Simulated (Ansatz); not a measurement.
Na:
```
Na
1.0
    3.72810     0.00000     0.00000
   -1.86405     3.22863     0.00000
    0.00000     0.00000    12.09762
Na
4
Direct
  0.00000   0.00000   0.00000
  0.00000   0.00000   0.50000
  0.33333   0.66667   0.25000
  0.66667   0.33333   0.75000
```

Relaxed with PBEsol. Special points in fractions of this cell's reciprocal vectors: Γ (0.000, 0.000, 0.000); M (0.500, 0.000, 0.000); K (0.333, 0.333, 0.000); A (0.000, 0.000, 0.500); L (0.500, 0.000, 0.500); H (0.333, 0.333, 0.500).

Question: List the band energies nearest the Fermi level at these points for DFT-PBEsol in the program Ansatz with PAW potentials.

Answer: In eV from the Fermi level; about four levels below and three above (degenerate sets whole), none deeper than 8.9 eV; points with the same levels are listed once.

```json
[
 {"k": "Γ", "below": "-3.33 -2.28 -2.28", "above": "0.56 1.01 5.63 5.64"},
 {"k": "M", "below": "–", "above": "0.23 0.30 1.04"},
 {"k": "K", "below": "–", "above": "1.35 1.35 1.49"},
 {"k": "A", "below": "-3.06 -3.06 -0.99 -0.99", "above": "3.01 3.01 8.62 8.62"},
 {"k": "L", "below": "–", "above": "0.43 0.43 0.60 0.60"},
 {"k": "H", "below": "–", "above": "1.47 1.47 1.70 1.70"}
]
```

Space group P6_3/mmc (dhcp (α-La type)). The first step of the workflow began from a Materials Project structure, measured or hypothetical; the Crystallography Open Database files this formula in space group No. 194, but the cells were not matched. It is not the phase usual at ambient conditions (space group No. 229). The PBEsol relaxation kept the symmetry of its start; its stability against distortions is not shown here.

Potentials: the later of the program's two PAW sets.
